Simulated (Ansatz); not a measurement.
Values for one crystal, relaxed and computed with LDA (plane waves, PAW; program Ansatz); other levels are named.

| Quantity | Result |
|---|---|
| Volume per atom | 21.78 Å³ |
| Band gap | 0.09 eV (indirect) |
| Formation energy from the elements (no fitted shifts) | -0.023 eV/atom |
| Pressure derivative B′ | 10.0 |
| Bulk modulus (Birch–Murnaghan fit) | 38.1 GPa |
| Smallest direct gap on the standard path | 0.19 eV |
| Hole effective mass | 0.11, 0.35, 0.50 mₑ (principal values) |

Q: Which compound is it?
(A) SiGeO3, P4mm (Si on 1b, Ge on 1a, O on 2c, O on 1b)
(B) GaAs, wurtzite
(C) AlCl3, C2/m (Al on 4g, Cl on 4i, Cl on 8j)
(D) GeAs, C2/m (Pearson symbol mS24)

A: D, GeAs, C2/m (Pearson symbol mS24)

The start of the workflow was typed in or built on a structure type; neither database checked (COD, Materials Project) lists it. Its standing as an ambient phase is unchecked. Symmetry was held in the LDA relaxation; whether a distortion lowers the energy is not shown. The volume moved by -23 % from the start of the relaxation. A crystal of weakly bound layers computed without a dispersion correction: the cell and the soft elastic constants depend strongly on that. The references are the lowest solids computed at this level, not always the standard phases. Spin–orbit coupling is left out wherever it is not named.

Potentials: the earlier of the program's two PAW sets. The files were generated under PBE; for other functionals the program regenerates the frozen cores, and for LDA and PBEsol the local potential too.
